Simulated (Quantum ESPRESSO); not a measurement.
## Si2AsO5N (one run as intended and one with a planted mistake)

Simulated, not a measurement. The program is pw.x of Quantum ESPRESSO 7.5 (plane-wave density functional theory). The cell is made up: 9 atoms on a quartz lattice, with randomly drawn elements, strain and displacements, not relaxed. PseudoDojo standard norm-conserving files (v0.5 for PBE, v0.4.1 for LDA and PBEsol) set the functional; there is no spin polarisation, spin-orbit coupling or dispersion term, and the masses in the input are unused placeholders.

Intended input:

```
&control calculation='scf', pseudo_dir='./dojo.nc.sr.pbe.v0_5.standard.upf', outdir='./o', disk_io='low', tprnfor=.true., tstress=.true. /
&system ibrav=0, nat=9, ntyp=4, nbnd=35, ecutwfc=84.00895049, nosym=.true., tot_charge=0,
 occupations='smearing', smearing='fd', degauss=0.0018374661
/
&electrons conv_thr=7.350e-09, electron_maxstep=60, /
ATOMIC_SPECIES
As 1.0 As.upf
N 1.0 N.upf
O 1.0 O.upf
Si 1.0 Si.upf
CELL_PARAMETERS angstrom
5.0756 0.0 0.0
-2.5378 4.3956 0.0
0.0 0.0 5.571
ATOMIC_POSITIONS angstrom
Si 2.327 -0.0246 3.6659
As -1.3468 1.9812 1.855
Si 1.2806 2.211 -0.0146
O 1.414 1.0907 4.3514
O 3.3198 0.6588 2.5484
O 2.8608 2.565 0.8199
O 0.3528 1.73 1.1461
N -1.0481 3.1923 3.085
O 0.9008 3.6999 4.9835
K_POINTS automatic
5 5 4 1 1 1
```

The log is shortened where brackets say so; the opening notice, blank lines, dates and the lines on written files are dropped, and the path of the files is cut. It prints rydbergs, bohrs and kilobars, and counts compression as positive stress. Where no state is partly filled, the Fermi energy that it prints is only some level between the filled and the empty states on the mesh, and need not lie in the true gap.

Log of the intended run:

```
     Program PWSCF v.7.5
     Parallel version (MPI & OpenMP), running on       4 processor cores
     Number of MPI processes:                 4
     Threads/MPI process:                     1
     [start-up lines left out]
     bravais-lattice index     =            0
     lattice parameter (alat)  =       9.5915  a.u.
     unit-cell volume          =     838.7554 (a.u.)^3
     number of atoms/cell      =            9
     number of atomic types    =            4
     number of electrons       =        58.00
     number of Kohn-Sham states=           35
     kinetic-energy cutoff     =      84.0090  Ry
     charge density cutoff     =     336.0358  Ry
     scf convergence threshold =      7.3E-09
     mixing beta               =       0.7000
     number of iterations used =            8  plain     mixing
     Exchange-correlation= PBE
                           (   1   4   3   4   0   0   0)
     [axes and pseudopotential details left out]
   Cartesian axes
     site n.     atom                  positions (alat units)
         1        Si     tau(   1) = (   0.4584680  -0.0048467   0.7222594  )
         2        As     tau(   2) = (  -0.2653479   0.3903381   0.3654740  )
         3        Si     tau(   3) = (   0.2523051   0.4356135  -0.0028765  )
         4        O      tau(   4) = (   0.2785878   0.2148909   0.8573174  )
         5        O      tau(   5) = (   0.6540705   0.1297975   0.5020884  )
         6        O      tau(   6) = (   0.5636378   0.5053590   0.1615376  )
         7        O      tau(   7) = (   0.0695090   0.3408464   0.2258058  )
         8        N      tau(   8) = (  -0.2064978   0.6289503   0.6078099  )
         9        O      tau(   9) = (   0.1774766   0.7289582   0.9818544  )
     number of k points=    50  Fermi-Dirac smearing, width (Ry)=  0.0018
                       cart. coord. in units 2pi/alat
        k(    1) = (   0.1000000   0.1732050   0.1138844), wk =   0.0400000
        k(    2) = (   0.1000000   0.1732050   0.3416532), wk =   0.0400000
     [further k points left out]
     Dense  grid:    87235 G-vectors     FFT dimensions: (  60,  60,  64)
     Estimated max dynamical RAM per process >     192.23 MB
     Estimated total dynamical RAM >     705.04 MB
     Initial potential from superposition of free atoms
     starting charge      57.9985, renormalised to      58.0000
     Starting wfcs are   41 randomized atomic wfcs
     total cpu time spent up to now is        5.4 secs
     per-process dynamical memory:   145.4 Mb
     Self-consistent Calculation
     iteration #  1     ecut=    84.01 Ry     beta= 0.70
     Davidson diagonalization with overlap
     ethr =  1.00E-02,  avg # of iterations =  3.0
     total cpu time spent up to now is       17.3 secs
     total energy              =    -414.13591588 Ry
     estimated scf accuracy    <       2.75914048 Ry
     iteration #  2     ecut=    84.01 Ry     beta= 0.70
     Davidson diagonalization with overlap
     ethr =  4.76E-03,  avg # of iterations =  3.0
     total cpu time spent up to now is       28.5 secs
     total energy              =    -414.87572255 Ry
     estimated scf accuracy    <       2.16753909 Ry
     [iterations 3 to 9 left out]
     iteration # 10     ecut=    84.01 Ry     beta= 0.70
     Davidson diagonalization with overlap
     ethr =  1.97E-09,  avg # of iterations =  2.0
     total cpu time spent up to now is      108.1 secs
     total energy              =    -415.31547829 Ry
     estimated scf accuracy    <       0.00000008 Ry
     iteration # 11     ecut=    84.01 Ry     beta= 0.70
     Davidson diagonalization with overlap
     ethr =  1.45E-10,  avg # of iterations =  2.3
     total cpu time spent up to now is      117.3 secs
     End of self-consistent calculation
     [lines on levels left out]
     the Fermi energy is     5.5973 ev
!    total energy              =    -415.31547831 Ry
     estimated scf accuracy    <          7.3E-09 Ry
     smearing contrib. (-TS)   =       0.00000000 Ry
     internal energy E=F+TS    =    -415.31547831 Ry
     The total energy is F=E-TS. E is the sum of the following terms:
     one-electron contribution =    -284.06199160 Ry
     hartree contribution      =     169.46489133 Ry
     xc contribution           =    -102.68149455 Ry
     ewald contribution        =    -198.03688350 Ry
     convergence has been achieved in  11 iterations
     Forces acting on atoms (cartesian axes, Ry/au):
     atom    1 type  4   force =     0.09826388   -0.05502000    0.10695736
     atom    2 type  1   force =     0.48381091    0.15824366    0.34079384
     atom    3 type  4   force =     0.04824232    0.08440654   -0.08598836
     atom    4 type  3   force =     0.00570825    0.06586409    0.06172179
     atom    5 type  3   force =    -0.04672315   -0.23532820    0.08353072
     atom    6 type  3   force =    -0.38390809    0.15191130   -0.43683070
     atom    7 type  3   force =    -0.08030541   -0.04973832    0.06114951
     atom    8 type  2   force =    -0.08844173   -0.13967071   -0.08255735
     atom    9 type  3   force =    -0.03664697    0.01933164   -0.04877680
     Total force =     0.949279     Total SCF correction =     0.000225
     Computing stress (Cartesian axis) and pressure
          total   stress  (Ry/bohr**3)                   (kbar)     P=      117.76
   0.00048051   0.00011138   0.00028327           70.69       16.39       41.67
   0.00011138   0.00099693  -0.00078135           16.39      146.65     -114.94
   0.00028327  -0.00078135   0.00092412           41.67     -114.94      135.94
     init_run     :      5.16s CPU      5.35s WALL (       1 calls)
     electrons    :    111.26s CPU    111.90s WALL (       1 calls)
     forces       :      1.42s CPU      1.45s WALL (       1 calls)
     stress       :      4.87s CPU      4.87s WALL (       1 calls)
     [timing details left out]
     PWSCF        :   2m 2.88s CPU   2m 3.79s WALL
     JOB DONE.
```

A second run has one planted mistake: the files are those of another functional. The input lines that differ, file-writing options aside:

```
- &control calculation='scf', pseudo_dir='./dojo.nc.sr.pbe.v0_5.standard.upf', outdir='./o', disk_io='low', tprnfor=.true., tstress=.true. /
+ &control calculation='scf', pseudo_dir='./dojo.nc.sr.lda.v0_4_1.standard.upf', outdir='./o', disk_io='low', tprnfor=.true., tstress=.true. /
```

Its log:

```
     Program PWSCF v.7.5
     Parallel version (MPI & OpenMP), running on       4 processor cores
     Number of MPI processes:                 4
     Threads/MPI process:                     1
     [start-up lines left out]
     bravais-lattice index     =            0
     lattice parameter (alat)  =       9.5915  a.u.
     unit-cell volume          =     838.7554 (a.u.)^3
     number of atoms/cell      =            9
     number of atomic types    =            4
     number of electrons       =        58.00
     number of Kohn-Sham states=           35
     kinetic-energy cutoff     =      84.0090  Ry
     charge density cutoff     =     336.0358  Ry
     scf convergence threshold =      7.3E-09
     mixing beta               =       0.7000
     number of iterations used =            8  plain     mixing
     Exchange-correlation= SLA  PW   NOGX NOGC
                           (   1   4   0   0   0   0   0)
     [axes and pseudopotential details left out]
   Cartesian axes
     site n.     atom                  positions (alat units)
         1        Si     tau(   1) = (   0.4584680  -0.0048467   0.7222594  )
         2        As     tau(   2) = (  -0.2653479   0.3903381   0.3654740  )
         3        Si     tau(   3) = (   0.2523051   0.4356135  -0.0028765  )
         4        O      tau(   4) = (   0.2785878   0.2148909   0.8573174  )
         5        O      tau(   5) = (   0.6540705   0.1297975   0.5020884  )
         6        O      tau(   6) = (   0.5636378   0.5053590   0.1615376  )
         7        O      tau(   7) = (   0.0695090   0.3408464   0.2258058  )
         8        N      tau(   8) = (  -0.2064978   0.6289503   0.6078099  )
         9        O      tau(   9) = (   0.1774766   0.7289582   0.9818544  )
     number of k points=    50  Fermi-Dirac smearing, width (Ry)=  0.0018
                       cart. coord. in units 2pi/alat
        k(    1) = (   0.1000000   0.1732050   0.1138844), wk =   0.0400000
        k(    2) = (   0.1000000   0.1732050   0.3416532), wk =   0.0400000
     [further k points left out]
     Dense  grid:    87235 G-vectors     FFT dimensions: (  60,  60,  64)
     Estimated max dynamical RAM per process >     192.23 MB
     Estimated total dynamical RAM >     705.04 MB
     Initial potential from superposition of free atoms
     starting charge      57.9987, renormalised to      58.0000
     Starting wfcs are   41 randomized atomic wfcs
     total cpu time spent up to now is        5.3 secs
     per-process dynamical memory:   146.9 Mb
     Self-consistent Calculation
     iteration #  1     ecut=    84.01 Ry     beta= 0.70
     Davidson diagonalization with overlap
     ethr =  1.00E-02,  avg # of iterations =  3.0
     total cpu time spent up to now is       15.8 secs
     total energy              =    -413.80073503 Ry
     estimated scf accuracy    <       2.71359162 Ry
     iteration #  2     ecut=    84.01 Ry     beta= 0.70
     Davidson diagonalization with overlap
     ethr =  4.68E-03,  avg # of iterations =  3.0
     total cpu time spent up to now is       25.5 secs
     total energy              =    -414.51418620 Ry
     estimated scf accuracy    <       2.36295651 Ry
     [iterations 3 to 9 left out]
     iteration # 10     ecut=    84.01 Ry     beta= 0.70
     Davidson diagonalization with overlap
     ethr =  1.86E-09,  avg # of iterations =  2.0
     total cpu time spent up to now is      103.7 secs
     total energy              =    -414.99662351 Ry
     estimated scf accuracy    <       0.00000011 Ry
     iteration # 11     ecut=    84.01 Ry     beta= 0.70
     Davidson diagonalization with overlap
     ethr =  1.95E-10,  avg # of iterations =  2.0
     total cpu time spent up to now is      112.8 secs
     End of self-consistent calculation
     [lines on levels left out]
     the Fermi energy is     5.0432 ev
!    total energy              =    -414.99662354 Ry
     estimated scf accuracy    <          4.9E-09 Ry
     smearing contrib. (-TS)   =       0.00000000 Ry
     internal energy E=F+TS    =    -414.99662354 Ry
     The total energy is F=E-TS. E is the sum of the following terms:
     one-electron contribution =    -284.60177746 Ry
     hartree contribution      =     168.75214361 Ry
     xc contribution           =    -101.11010619 Ry
     ewald contribution        =    -198.03688350 Ry
     convergence has been achieved in  11 iterations
     Forces acting on atoms (cartesian axes, Ry/au):
     atom    1 type  4   force =     0.09186024   -0.05029530    0.10308061
     atom    2 type  1   force =     0.46868043    0.15422834    0.33406129
     atom    3 type  4   force =     0.04123443    0.08350156   -0.08225955
     atom    4 type  3   force =     0.01889744    0.06276517    0.06570823
     atom    5 type  3   force =    -0.05195119   -0.21436757    0.08319847
     atom    6 type  3   force =    -0.37229569    0.13324791   -0.41392911
     atom    7 type  3   force =    -0.07947226   -0.03718954    0.04780399
     atom    8 type  2   force =    -0.07667365   -0.13471815   -0.08760906
     atom    9 type  3   force =    -0.04027976    0.00282760   -0.05005487
     Total force =     0.910926     Total SCF correction =     0.000221
     Computing stress (Cartesian axis) and pressure
          total   stress  (Ry/bohr**3)                   (kbar)     P=       40.36
  -0.00001062   0.00010125   0.00029182           -1.56       14.89       42.93
   0.00010125   0.00044280  -0.00074859           14.89       65.14     -110.12
   0.00029182  -0.00074859   0.00039099           42.93     -110.12       57.52
     init_run     :      4.89s CPU      5.08s WALL (       1 calls)
     electrons    :    106.91s CPU    107.59s WALL (       1 calls)
     forces       :      1.29s CPU      1.29s WALL (       1 calls)
     stress       :      4.57s CPU      4.57s WALL (       1 calls)
     [timing details left out]
     PWSCF        :   1m57.90s CPU   1m58.83s WALL
     JOB DONE.
```

|  | intended run | run with the mistake |
| --- | --- | --- |
| free energy (eV) | -5650.655 | -5646.317 |
| smearing term -TS (eV) | 0.0000 | 0.0000 |
| pressure (GPa) | 11.78 | 4.04 |
| largest force component (eV/Å) | 12.439 | 12.050 |
| largest change of a force component (eV/Å) |  | 0.589 |
| iterations | 11 | 11 |

For scale, a rerun of the intended cell at a cutoff of 1437 eV and k mesh 7 x 7 x 6 moved values by no more than 0.004 eV in energy, 0.02 GPa in stress and 0.002 eV/Å in force. Files of another functional have another zero of energy, so the energy change says nothing on stability.